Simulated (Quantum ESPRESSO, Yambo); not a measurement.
TlBr (CsCl type, space group Pm-3m, No. 221) under isotropic strain of -3 % on all lattice vectors. The PBEsol cell relaxed from Materials Project entry mp-22875 was given an isotropic strain of -3 % on all lattice vectors, and the atoms were relaxed again. Chain: norm-conserving PBE (stringent potentials; Quantum ESPRESSO, 90 Ry, scalar-relativistic); G0W0 in Yambo (4×4×4 Γ-centred k mesh, bands 10 to 284 and a 15 Ry block in the screening, 284 bands in G with the Bruneval-Gonze terminator, plasmon pole fitted at 27.2 eV); BSE (8×8×8 mesh, 3 valence and 5 conduction bands, static screening with 41 bands and a 4 Ry block, scissor 1.48 eV, Tamm-Dancoff).

```
Quantity                                                                    Value
--------------------------------------------  -----------------------------------
PBE gap (dense path)                                                      1.44 eV
PBE gap X → X on the GW mesh                                              1.44 eV
PBE smallest direct gap on the GW mesh, at X                              1.44 eV
G0W0 direct gap at that point                                             2.91 eV
G0W0 correction to the gap X → X                                          1.48 eV
lowest exciton                                no binding energy given (see below)
```

Rough cost of the Yambo steps against G0W0 for 6 states: BSE about 1/3.

Convergence of the G0W0 settings was not tested. The BSE states are vertical excitations (zero momentum). The lowest state covers only about 3 of the 512 k points, so the mesh doesn't resolve it: its energy and its distance from the direct gap are mesh artefacts. An extended exciton needs a far denser mesh.

Spin-orbit coupling is left out; with 6p states at a band edge it can lower the gap by many tenths of an eV, most of a small gap.
